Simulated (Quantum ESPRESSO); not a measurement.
# Strain and stress in Ti4OC3

The results below are calculated, not measured. They come from pw.x of Quantum ESPRESSO 7.5, a plane-wave density functional program, with PseudoDojo standard norm-conserving files (v0.5 for PBE, v0.4.1 for LDA and PBEsol). The cells are made up: elements, strain and atom displacements were drawn at random, and nothing was relaxed. There is no spin polarisation, spin-orbit coupling or dispersion term.

The cell has 8 sites of a rocksalt lattice. Sites 1 to 4 hold Ti Ti Ti Ti; sites 5 to 8 hold O C C C. Cell vectors in Å: (4.242, 0.006, 0.000); (0.006, 4.242, 0.000); (0.000, 0.000, 4.242). Settings: PBE, cutoff 1143 eV, 7 x 7 x 7 k mesh shifted by half a step, Fermi-Dirac smearing of 0.1 eV.

Each run adds a shear xy (given as the tensor component) to one cell, with the atoms carried along; the vectors above are those of run 6. Stress is positive in tension and P is minus a third of its trace. E is the free energy for each atom above the lowest run shown.

| run | strain (%) | s_xx (GPa) | s_yy (GPa) | s_zz (GPa) | s_xy (GPa) | P (GPa) | E (meV/atom) |
| --- | --- | --- | --- | --- | --- | --- | --- |
| 1 | -2.26 | -17.19 | -17.69 | -19.30 | -6.85 | 18.06 | 7.09 |
| 2 | -2.04 | -17.14 | -17.63 | -19.30 | -6.10 | 18.02 | 5.23 |
| 3 | -1.83 | -17.10 | -17.59 | -19.30 | -5.38 | 17.99 | 3.74 |
| 4 | -1.35 | -17.03 | -17.50 | -19.29 | -3.75 | 17.94 | 0.99 |
| 5 | -1.11 | -17.00 | -17.47 | -19.28 | -2.93 | 17.92 | 0.00 |
| 7 | 2.17 | -17.40 | -17.65 | -18.96 | 8.25 | 18.01 | 10.76 |
| 6 | 0.15 | ? | ? | ? | ? | ? | ? |

A rerun of one of these cells at 1437 eV and k mesh 9 x 9 x 9 moved values by no more than 0.002 eV in the cell's energy, 0.10 GPa in stress and 0.019 eV/Å in force.

## Worked fit

A parabola through the six runs shown gives s_xy = 0.85 + 3.41 e + 0.000 e² GPa, with e in per cent and a scatter of 0.01 GPa. The slope is a stiffness of 341 ± 1 GPa for each unit of this strain at e = 0, twice a shear constant under the stress shown, since the tensor component is half the shear angle. The atoms are clamped, and relaxing them would in general lower it. The error is the larger of the fit's own and the change that a cubic makes, rounded up.

## Withheld run

Question: what s_xy should run 6 give?

The fit gives 1.36 GPa. The calculation gave 1.38 GPa.

```
run  strain (%)  s_xx (GPa)  s_yy (GPa)  s_zz (GPa)  s_xy (GPa)  P (GPa)  E (meV/atom)
  6        0.15      -16.99      -17.39      -19.21        1.38    17.87         -1.34
```